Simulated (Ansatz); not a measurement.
Data:

BaO (rock salt, space group No. 225), a = b = c = 5.434 Å, α = β = γ = 90.00°; the cell used has 2 atoms.

This is the LDA-relaxed structure.

Question: All from LDA in the plane-wave PAW code Ansatz, unless another level is named. Estimate the Born charges (a third of the trace).

Answer: Ba +2.80, O -2.80 e.

Question: And the electronic dielectric constant ε∞ (DFPT)?

Answer: 4.28.

Question: Predict the static dielectric constant ε0 (ions relaxed, cell fixed).

Answer: 94.9.

Space group Fm-3m (rock salt). The LDA relaxation kept the symmetry of its start; phonons on a q-mesh show no instability. Spin–orbit coupling is left out wherever it is not named.

Potentials: the later of the program's two PAW sets.
